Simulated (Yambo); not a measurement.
**PtSe$_{2}$ monolayer: sweep of GW parameters**

G0W0@PBE for a free-standing PtSe₂ monolayer (symmetry P-3m1, slab cell 15.6 Å high) in Yambo. Reference settings: 6×6×1 Γ-centred k mesh, bands 23 to 189 and a 8 Ry block in the screening, 189 bands in G with the Bruneval-Gonze terminator, plasmon pole fitted at 27.2 eV, slab-truncated Coulomb interaction, stochastic integration of W near q = 0. The PBE gap Γ → (0, 0.167) on this mesh is 1.73 eV; G0W0 gaps are taken between the same points.

| change from the reference | G0W0 gap Γ → (0, 0.167) (eV) | shift of the valence edge (eV) | rough Yambo cost |
|---|---|---|---|
| reference settings | 2.73 | -0.36 | 1 |
| 110 bands in W, 110 bands in G | 2.73 | -0.21 | within a factor of two |
| 110 bands in G | 2.73 | -0.31 | – |
| 5 Ry block | 2.66 | -0.26 | within a factor of two |
| no terminator | 2.78 | -0.21 | – |

The reference isn't shown to be the converged limit. Costs are rough (shared machines), scaled to the same edge states, and given only for runs that recompute the screening. The mesh misses a band edge: along a dense path the PBE gap is 1.43 eV against 1.73 eV on the mesh.

Spin-orbit coupling is left out, which matters for elements this heavy: edges can move by tenths of an eV.

Geometry relaxed with PBEsol; primitive cell a = b = 3.703 Å, c = 15.600 Å, α = β = 90.00°, γ = 120.00°.

A shift is the quasiparticle energy of the state minus its PBE energy.

The potentials are those of PseudoDojo's stringent table.
